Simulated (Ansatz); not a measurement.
Single point in Ansatz 0.2.0 with r2SCAN, no spin polarisation. Cutoff 500 eV, PAW datasets, 5×5×4 Γ-centred k mesh, fermi-dirac filling (width 0.0257 eV).

Computed maps in the lattice plane spanned by a (left to right, 5.61 Å, 17 points from zero) and c (bottom to top, 5.61 Å, 17 points from zero), 75° apart, at height 0.258 along b. The fields are smooth PAW ones with compensation charges, not the true ones near nuclei.

Valence density. Digits on a logarithmic scale: 0 up to 0.03 e/Å³, each further digit a factor of 1.6, 9 from 1.3 e/Å³ up:
```
65789999876545787
55689998755444566
44568987643334555
55456776533234666
76545565433345788
97644555433456799
98755676545567899
98756788655788999
87655788756799999
76544577656799998
54434455545689987
53334556544568876
43234577765456665
33345689976445554
44456789997545665
55667899998656886
65689999987656898
```

Question: The cell is ZrSc3C4. Which atoms lie within 0.2 Å of this plane, and where (fractions of a and c)?

Answer: C at (0.29, 0.92), C at (0.45, 0.08), C at (0.95, 0.58), C at (0.79, 0.42). The whole cell:
```
C Sc Zr
1.0
     5.61456    0.00000    0.00000
     2.80728   -6.13685    0.00000
     1.48620    0.00000   -5.41408
C Sc Zr
8 6 2
Direct
  0.29010 0.25820 0.91870
  0.45170 0.25820 0.08130
  0.70990 0.74180 0.08130
  0.54830 0.74180 0.91870
  0.04660 0.74380 0.41840
  0.20960 0.74380 0.58160
  0.95340 0.25620 0.58160
  0.79040 0.25620 0.41840
  0.18953 0.62094 0.00000
  0.81047 0.37906 0.00000
  0.30846 0.38308 0.50000
  0.69154 0.61692 0.50000
  0.76100 0.00000 0.76210
  0.23900 0.00000 0.23790
  0.27099 0.00000 0.72876
  0.72901 0.00000 0.27124
```

Origin: a known structure type with other elements, at an estimated volume, so it need not be a known compound. Caveats: atoms or cell far from equilibrium.
